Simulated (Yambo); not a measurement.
Yambo run on BN (space group P6_3/mmc, No. 194). The wavefunctions come from this Quantum ESPRESSO step (PBEsol, PseudoDojo standard norm-conserving files, scalar-relativistic):

```
&CONTROL
  calculation = 'nscf'
  pseudo_dir = './pseudo'
  outdir = './out'
/
&SYSTEM
  ibrav = 0
  nat = 4
  ntyp = 2
  ecutwfc = 84.0
  ecutrho = 336.0
  occupations = 'fixed'
  force_symmorphic = .true.
  nbnd = 96
/
&ELECTRONS
  conv_thr = 4e-09
  diago_full_acc = .true.
  diago_thr_init = 1e-08
/
ATOMIC_SPECIES
B 10.8100 B.upf
N 14.0070 N.upf
CELL_PARAMETERS angstrom
  2.512429911000   0.000000000000   0.000000000000
 -1.256214956000   2.175828128000   0.000000000000
  0.000000000000   0.000000000000   7.707260000000
ATOMIC_POSITIONS crystal
B   0.333333333000   0.666666667000   0.250000000000
B   0.666666667000   0.333333333000   0.750000000000
N   0.333333333000   0.666666667000   0.750000000000
N   0.666666667000   0.333333333000   0.250000000000
K_POINTS automatic
6 6 2 0 0 0
```

Yambo input:

```
rim_cut
gw0
dyson
el_el_corr
HF_and_locXC
ppa
em1d
RandQpts= 1000000
RandGvec= 1 Ry
EXXRLvcs= 84 Ry
VXCRLvcs= 336 Ry
Chimod= "HARTREE"
% BndsRnXp
 1 | 94 |
%
NGsBlkXp= 10 Ry
% LongDrXp
 1.0 | 1.0 | 1.0 |
%
PPAPntXp= 27.2114 eV
% GbndRnge
 1 | 94 |
%
GTermKind= "BG"
DysSolver= "n"
ExtendOut
% QPkrange
 7 | 7 | 8 | 9 |
 14 | 14 | 8 | 9 |
%
```

k points by index: 7 = M, 14 = H.

The o-*.qp file then holds:

```
#    K-point    Band    Eo [eV]    E [eV]    E-Eo [eV]    Vxc [eV]    Vnlxc [eV]    Sc|Eo [eV]    Sc|E [eV]    dSc/dw|Eo [eV]    Re(Z)    Im(Z)
#
    7    8    -0.700474    -1.749687    -1.049214    -15.89594    -19.56186    2.362467    2.616704    -6.593126    0.804962    -0.001057
    7    9    4.421397    5.265596    0.844199    -10.40068    -5.464960    -3.930497    -4.091517    -5.189649    0.839830    -0.978891E-3
    14    8    0.000000    -0.959358    -0.959358    -16.44001    -19.82788    2.199230    2.428507    -6.502681    0.807121    -0.001105
    14    9    4.612078    5.546927    0.934850    -10.91304    -5.612219    -4.177467    -4.365970    -5.486331    0.832209    -0.001015
```
(The two width columns are left out.) Convergence of these settings isn't established.

Geometry of the Materials Project entry, not relaxed at this level.

The distance between layers or molecules is the database entry's, not relaxed here. Functionals without dispersion can leave it too large, which widens gaps and weakens the response across layers: the numbers belong to this cell.
